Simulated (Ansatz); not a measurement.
Ansatz input

```yaml
crystal:
  lattice:
    - [2.622133889, 0.0, 0.0]
    - [0.0, 2.622133889, 0.0]
    - [0.0, 0.0, 2.622133889]
  atoms:
    - { symbol: Pd, position: [0.0, 0.0, 0.0], spin: 0.5 }
hamiltonian:
  xc: mr2scan
  pseudopotentials:
    kind: paw
    azcp:
      Pd: "pseudopotentials/Pd.paw.azcp"
basis:
  ecutwfc: 500
  fft_grid_basis: typed
kpoints:
  mp_grid: { grid: [14, 14, 14], shift: [0, 0, 0] }
magnetization:
  spin_polarized: true
scf:
  occupations: { method: fermi_dirac, width: 0.05 }
  lower_state_search: "off"
output:
  stress: true
  write_density: true
  write_potential: true
  elf: true
  volumetric_format: npy
```

and its output:

```
Engine: ansatz 0.2.0, aarch64-unknown-linux-gnu
Pseudopotentials: kind: paw
Pseudopotential: Pd, paw, valence charge 18, recommended cutoff 500 eV (meta_gga) 
Functional definition: m-r2SCAN
  exchange = m_r2scan_x
  correlation = m_r2scan_c
Crystal: 1 atoms, lattice volume = 18.029 Å³
Basis set: ecut = 500 eV, 461 PW (Γ), exchange–correlation on 80×80×80 points (64 copies of the dense FFT grid, shifted against one another)
Bands: 14, of which v1, the nominal top of the filled ones, is band 9 counted from 1 (8 counted from 0)
Symmetry: 48 space group operations
Space group: Pm-3m (ITA 221), of the structure as read, at distance tolerance 2.6e-5 Å
Magnetic group: BNS 221.92 (UNI 1594), of the structure as read, at distance tolerance 2.6e-5 Å
k-points: 120 of 2744
Non-local potential: Pd, projectors of the file, l = 0: 2, l = 1: 2, l = 2: 2, l = 3: 1
PAW form: soft (Blöchl's): semilocal exchange-correlation on the pseudo side does not see the compensation charge
PAW frozen core: Pd, regenerated for the run's functional (the file was generated under x = pbe(κ = 0.804, μ = 0.2195149727645171), c = pbe(β = 0.06672455060314922))
PAW one-centre angular grid: Pd, 590 points (default); XC on 160 Gauss nodes
Initial density: superposition of atomic densities (chi_scale 0.1, normalization cell)
Starting moments: Σ|m| = 0.5 μB on 1 of 1 site
Initial wavefunctions: pseudopotential atomic-orbital guess
Functional: x = mr2scan, c = mr2scan; τ floored in thin density (d = 2e-4 eV/Å³)
SCF iter   1: F=-6983.838318 eV  HF=-6985.848838 eV  |F-HF|=2.01e0  |Δ(HF+E_count)|=         —  Δρ=7.21e-2 (↑7.21e-2 ↓4.78e-2)  dr2=2.72e0  dr2_τ=1.50e-2  dr2_m=3.46e-2  M=0.304 μB ∫|m|=0.304 μB  β_m=0.30  ethr=3.10e-3  ⟨swp⟩=5.8  Hψ=19256  notcnv=0
SCF iter   2: F=-6984.862669 eV  HF=-6985.375260 eV  |F-HF|=5.13e-1  |Δ(HF+E_count)|=   4.74e-1  Δρ=4.40e-2 (↑4.40e-2 ↓2.48e-2)  dr2=8.32e-1  dr2_τ=9.69e-3  dr2_m=3.16e-2  M=0.235 μB ∫|m|=0.237 μB  β_m=0.30  ethr=3.10e-3  ⟨swp⟩=2.8  Hψ=8201  notcnv=0  defer=119  κ⁻¹=1.0e0(r=1)
SCF iter   3: F=-6985.233785 eV  HF=-6985.212130 eV  |F-HF|=2.17e-2  |Δ(HF+E_count)|=   1.63e-1  Δρ=1.75e-2 (↑1.53e-2 ↓1.75e-2)  dr2=4.02e-2  dr2_τ=4.30e-3  dr2_m=2.60e-2  M=0.191 μB ∫|m|=0.192 μB  β_m=0.30  ethr=3.10e-3  ⟨swp⟩=2.2  Hψ=6469  notcnv=0  defer=119  κ⁻¹=3.1e-3(r=2)
SCF iter   4: F=-6985.236563 eV  HF=-6985.234073 eV  |F-HF|=2.49e-3  |Δ(HF+E_count)|=   2.19e-2  Δρ=1.30e-2 (↑8.22e-3 ↓1.30e-2)  dr2=5.71e-3  dr2_τ=4.46e-4  dr2_m=1.80e-2  M=0.164 μB ∫|m|=0.165 μB  β_m=0.30  ethr=2.24e-4  ⟨swp⟩=3.0  Hψ=8829  notcnv=0  defer=136  κ⁻¹=3.1e-5(r=3)
SCF iter   5: F=-6985.240354 eV  HF=-6985.236283 eV  |F-HF|=4.07e-3  |Δ(HF+E_count)|=   2.21e-3  Δρ=8.66e-3 (↑8.41e-3 ↓8.66e-3)  dr2=7.16e-5  dr2_τ=2.25e-4  dr2_m=1.20e-2  M=0.145 μB ∫|m|=0.146 μB  β_m=0.30  ethr=3.17e-5  ⟨swp⟩=2.3  Hψ=5846  notcnv=0  defer=136  κ⁻¹=4.7e-6(r=4)
SCF iter   6: F=-6985.240816 eV  HF=-6985.238801 eV  |F-HF|=2.02e-3  |Δ(HF+E_count)|=   2.52e-3  Δρ=8.24e-3 (↑6.23e-3 ↓8.24e-3)  dr2=1.00e-3  dr2_τ=1.56e-4  dr2_m=8.60e-3  M=0.126 μB ∫|m|=0.127 μB  β_m=0.30  ethr=3.98e-7  ⟨swp⟩=2.0  Hψ=5471  notcnv=0  defer=136  κ⁻¹=1.7e-6(r=5)
SCF iter   7: F=-6985.241924 eV  HF=-6985.240034 eV  |F-HF|=1.89e-3  |Δ(HF+E_count)|=   1.23e-3  Δρ=6.16e-3 (↑6.16e-3 ↓5.95e-3)  dr2=1.31e-5  dr2_τ=1.04e-4  dr2_m=6.05e-3  M=0.110 μB ∫|m|=0.111 μB  β_m=0.30  ethr=3.98e-7  ⟨swp⟩=2.0  Hψ=5437  notcnv=0  defer=136  κ⁻¹=4.6e-8(r=6)
SCF iter   8: F=-6985.242431 eV  HF=-6985.241058 eV  |F-HF|=1.37e-3  |Δ(HF+E_count)|=   1.02e-3  Δρ=5.26e-3 (↑5.09e-3 ↓5.26e-3)  dr2=1.08e-5  dr2_τ=7.41e-5  dr2_m=4.42e-3  M=0.095 μB ∫|m|=0.096 μB  β_m=0.30  ethr=7.29e-8  ⟨swp⟩=2.1  Hψ=5087  notcnv=0  defer=136  κ⁻¹=4.5e-9(r=7)
...
WARN: the starting moments were not kept: the SCF closed with an absolute magnetisation of 8.7e-6 μB, where they sum to 0.5 μB in size (1 site). That is at most 0.1 of that sum. Measured as dr2_m measures the in/out step, that magnetisation stands 5.6e-11 eV from none, at or under the dr2_threshold of 1.0e-7 eV: it is no larger than a step whose dr2_m would equal this threshold. The system may hold no moment; this SCF shows only that its start led to no more than that. To try another start: raise the starting moments (crystal.atoms[].spin, magnetization.per_species, magnetization.initial_magnetization, or on a non-collinear deck that types none of these the spinor_matrix: blocks that start its atoms; where the total moment is fixed, keep their sum and leave initial_magnetization as it is; typed ones take the place of any that the run laid by itself, positive ones on a crystal's lanthanoids without a Hubbard term where scf.initial_density.shell_occupations: [] is typed) or, if the notice of its spin-set hold's release reads "site moments contracting" or "site moments show no strong build", lengthen the hold (scf.mixing.spin_hold: { on: { confirm: 4 } }; for m-r²SCAN on two components see the key's manual first). Each may lead to a state that holds a moment. A second SCF, from the converged charge density, with the starting moments and any scf.initial_density.shell_occupations laid on it anew, would have followed, and was not run: the deck does not ask for one (magnetization.retry_lost_moments is false, the default). To let it run, set magnetization.retry_lost_moments: true and run the deck again, where that key's refused combinations let it; where memory then withholds it, that run's warning says so.
SCF 1 converged in 17 iterations: F = -6985.243931 eV  dr2 = 1.63e-12
this state was not tested for a lower state beside it, because the mixer in use, unlike msr1, does not test its closes by its own steps (another_mixer; see scf.mixing.algorithm and scf.lower_state_search)
SCF converged after 17 iterations
Magnetization: 0.0000 μB (9.0000 up, 9.0000 down)
Absolute magnetization: 0.0000 μB (∫|ρ↑−ρ↓|, with the PAW one-centre terms)
Spin contamination: 0.0000 ħ² per cell (⟨S²⟩ above its minimum at these occupations)
Per-site moments (μB) at R_I (Å): [(3.986079984041203e-6, 1.0816302292125)]
Free energy (F): -6985.243931 eV
Harris-Foulkes:  -6985.243931 eV  (|F-HF|=4.21e-9)
Internal energy: -6985.231457 eV  (E = F + TS)
E sigma→0 (E₀):  -6985.237694 eV
Entropy (-TS):   -0.012475 eV (-12.475 meV/atom)
Fermi energy:    15.074158 eV
--- Per-component energies (eV) ---
  E_band       = -230.025029
  E_kinetic    = 515.695573
  E_local      = -2123.961219  (includes V_loc(G=0)·N_el)
  E_nonlocal   = 218.456337
  E_hartree    = 861.492811
  E_xc         = -159.408373
  E_vxc        = -231.136362  (∫ρ·V_xc dr)
  E_paw        = -3772.894933  (= ΣΔE_a)
  E_vpaw       = -349.116805  (= ΣTr[D̂ρ^β])
  E_aug_tail   = 0.000102  (compensation charges beyond the density's cutoff)
  E_vtau       = 17.051663  (kinetic-family band-sum trace: ∫τ·v_τ [+ j·A + Jᵃ·Aᵃ] dr)
  E_ewald      = -2524.159668
  E_core_change = -0.452087  (= ΣΔE_core)
  E_smearing   = -0.012475  (= −TS)
  E_closure    = -0.000000  (closes the sum)
  Σ components = -6985.243931   (vs F -6985.243931, Δ=0.00e0)
--- Stress (GPa, compression-positive) ---
       -4.725135       0.000000       0.000000
        0.000000      -4.725135       0.000000
        0.000000       0.000000      -4.725135
  P = ⅓ Tr σ = -4.7251 GPa (-47.251 kbar)
--- Band table (eV; the first three rows and the last of 240) ---
  k-point 0 ↑: bands = ["-71.0731", "-35.7816", "-35.7816", "-35.7816", "9.3053", "10.5878", "10.5878", "15.0070", "15.0070", "15.0070", "32.0737", "32.0737", "32.0737", "38.5328"]
  k-point 1 ↑: bands = ["-71.0713", "-35.8009", "-35.7801", "-35.7801", "9.4389", "10.6097", "10.6951", "14.9198", "14.9198", "15.0140", "31.0060", "32.2930", "32.2930", "38.1978"]
  k-point 2 ↑: bands = ["-71.0661", "-35.8546", "-35.7756", "-35.7756", "9.7892", "10.6715", "11.0490", "14.6832", "14.6832", "15.0338", "28.9046", "32.9203", "32.9203", "37.3705"]
  k-point 119 ↓: bands = ["-70.9636", "-36.0815", "-36.0815", "-36.0815", "11.1924", "11.1924", "11.1924", "16.3374", "16.3374", "26.7170", "26.7170", "26.7170", "26.7429", "33.3052"]
```
